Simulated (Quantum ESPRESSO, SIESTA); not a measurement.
This is a calculation of CsLiCr2Te2S3 for SIESTA 5.4.2. The cell comes from a database or a generator and needn't be the stable form of this composition.

File CsLiCr2Te2S3.fdf:

```
SystemName                      CsLiCr2Te2S3
SystemLabel                     CsLiCr2Te2S3
NumberOfSpecies                 5
NumberOfAtoms                   9
%block ChemicalSpeciesLabel
  1  55 Cs
  2   3 Li
  3  24 Cr
  4  52 Te
  5  16 S
%endblock ChemicalSpeciesLabel

LatticeConstant                 1.0 Ang
%block LatticeVectors
     3.4216200000    -5.1806900000     0.0078400000
     3.4216200000     5.1806900000     0.0078400000
    -2.9041100000     0.0000000000     7.4309300000
%endblock LatticeVectors
AtomicCoordinatesFormat         Fractional
%block AtomicCoordinatesAndAtomicSpecies
     0.0937400000     0.0937400000     0.0085300000  1  Cs
     0.5887500000     0.5887500000     0.5533600000  2  Li
     0.0564600000     0.4675500000     0.5579000000  3  Cr
     0.4675500000     0.0564600000     0.5579000000  3  Cr
     0.5648600000     0.8735700000     0.2903500000  4  Te
     0.8735700000     0.5648600000     0.2903500000  4  Te
     0.8115100000     0.3969700000     0.7334700000  5  S
     0.3969700000     0.8115100000     0.7334700000  5  S
     0.2140400000     0.2140400000     0.4837100000  5  S
%endblock AtomicCoordinatesAndAtomicSpecies

%block kgrid.MonkhorstPack
    5   0   0  0.0
    0   5   0  0.0
    0   0   4  0.0
%endblock kgrid.MonkhorstPack
XC.Functional                   GGA
XC.Authors                      PBE
PAO.BasisSize                   DZP
PAO.EnergyShift                 0.003 Ry
Mesh.Cutoff                     800 Ry
Spin                            polarized
%block DM.InitSpin
    1   0.000
    2   0.000
    3   3.000
    4   3.000
    5   0.000
    6   0.000
    7   0.000
    8   0.000
    9   0.000
%endblock DM.InitSpin
OccupationFunction              FD
ElectronicTemperature           0.05 eV
MaxSCFIterations                200
SCF.MustConverge                false
SCF.Mixer.Method                Pulay
SCF.Mixer.Weight                0.1
SCF.Mixer.History               10
SCF.DM.Tolerance                5.0e-05
SCF.H.Tolerance                 1.0e-03 eV
WriteForces                     true
Charge.Mulliken                 end
Charge.Hirshfeld                end
Charge.Voronoi                  end
SaveRho                         true
SaveElectrostaticPotential      true
%block PAO.PolarizationScheme
  Li non-perturbative
%endblock PAO.PolarizationScheme
%block PAO.Basis
  Cs 5
  n=5 0 2
    4.696 0.000
  n=6 0 2
    9.500 0.000
  n=5 1 2
    5.738 0.000
  n=6 1 1
    9.500
  n=5 2 1
    7.000
  Li 3
  n=1 0 2
    2.782 0.000
  n=2 0 2
    9.500 0.000
  n=2 1 1
    9.500
  Cr 5
  n=3 0 2
    2.885 0.000
  n=4 0 2
    8.703 0.000
  n=3 1 2
    3.267 0.000
  n=4 1 1
    8.703
  n=3 2 2
    6.381 0.000
  Te 4
  n=5 0 2
    5.635 0.000
  n=5 1 2
    7.297 0.000
  n=4 2 2
    3.260 0.000
  n=5 2 1
    7.297
%endblock PAO.Basis
Diag.ParallelOverK              true
```

Potentials or basis: PseudoDojo 0.4 standard (PBE files), converted to PSML, two zetas on semicore shells, DZP (energy shift 0.003 Ry; two zetas on semicore shells; d shell added on Cs).

Command:

```sh
$ mpirun -n 4 siesta CsLiCr2Te2S3.fdf > CsLiCr2Te2S3.out 2>&1
```

Q: What does the same run look like in Quantum ESPRESSO 7.5? Potentials or basis there: SSSP 1.3 efficiency PBE, cutoff 748 eV.

A: As run (cutoffs and basis follow the program's own potentials, and thresholds, step limits or extra output files can differ):

The input pw.in:

```
&CONTROL
  calculation = 'scf'
  prefix = 'pwscf'
  outdir = './tmp'
  pseudo_dir = './pseudo'
  tprnfor = .true.
  tstress = .true.
  disk_io = 'low'
/
&SYSTEM
  ibrav = 0
  celldm(1) = 8
  nat = 9
  ntyp = 5
  ecutwfc = 55
  ecutrho = 440
  nbnd = 49
  occupations = 'smearing'
  smearing = 'fd'
  degauss = 0.00367493
  nspin = 2
  starting_magnetization(1) = 0
  starting_magnetization(2) = 0
  starting_magnetization(3) = 0.2143
  starting_magnetization(4) = 0
  starting_magnetization(5) = 0
/
&ELECTRONS
  conv_thr = 1.8d-09
  electron_maxstep = 120
  mixing_beta = 0.3
/
ATOMIC_SPECIES
Cs   132.9055 Cs_pbe_v1.uspp.F.UPF
Li     6.9400 li_pbe_v1.4.uspp.F.UPF
Cr    51.9961 cr_pbe_v1.5.uspp.F.UPF
Te   127.6000 Te_pbe_v1.uspp.F.UPF
S     32.0600 s_pbe_v1.4.uspp.F.UPF
CELL_PARAMETERS alat
  0.8082405878178  -1.2237606545734   0.0018519316021
  0.8082405878178   1.2237606545734   0.0018519316021
 -0.6859965669734  -0.0000000000000   1.7553028189082
ATOMIC_POSITIONS crystal
Cs     0.0937400000    0.0937400000    0.0085300000
Li     0.5887500000    0.5887500000    0.5533600000
Cr     0.0564600000    0.4675500000    0.5579000000
Cr     0.4675500000    0.0564600000    0.5579000000
Te     0.5648600000    0.8735700000    0.2903500000
Te     0.8735700000    0.5648600000    0.2903500000
S      0.8115100000    0.3969700000    0.7334700000
S      0.3969700000    0.8115100000    0.7334700000
S      0.2140400000    0.2140400000    0.4837100000
K_POINTS automatic
5 5 4 0 0 0
```

pp_density.in

```
&INPUTPP
  prefix = 'pwscf'
  outdir = './tmp'
  filplot = 'density.dat'
  plot_num = 0
/
&PLOT
  nfile = 1
  filepp(1) = 'density.dat'
  iflag = 3
  output_format = 6
  fileout = 'density.cube'
/
```

Contents of pp_potential.in:

```
&INPUTPP
  prefix = 'pwscf'
  outdir = './tmp'
  filplot = 'potential.dat'
  plot_num = 11
/
&PLOT
  nfile = 1
  filepp(1) = 'potential.dat'
  iflag = 3
  output_format = 6
  fileout = 'potential.cube'
/
```

pp_spin.in

```
&INPUTPP
  prefix = 'pwscf'
  outdir = './tmp'
  filplot = 'spin.dat'
  plot_num = 6
/
&PLOT
  nfile = 1
  filepp(1) = 'spin.dat'
  iflag = 3
  output_format = 6
  fileout = 'spin.cube'
/
```

Potentials or basis: SSSP 1.3 efficiency PBE.

Launch:

```console
$ OMP_NUM_THREADS=1 mpirun -n 4 pw.x -nk 2 -in pw.in > pw.out
$ OMP_NUM_THREADS=1 mpirun -n 1 pp.x -in pp_density.in > pp_density.out
$ OMP_NUM_THREADS=1 mpirun -n 1 pp.x -in pp_potential.in > pp_potential.out
$ OMP_NUM_THREADS=1 mpirun -n 1 pp.x -in pp_spin.in > pp_spin.out
```

Both were run:

|  | SIESTA | Quantum ESPRESSO |
| --- | --- | --- |
| Pressure | 0.5 GPa | 0.1 GPa |
| Net moment | 4.02 μB per cell | 4.01 μB per cell |

The potentials hold 90 and 70 valence electrons a cell.

The magnetic state is the one that the start led to; the real crystal's order can differ.

Pressure is positive in compression.
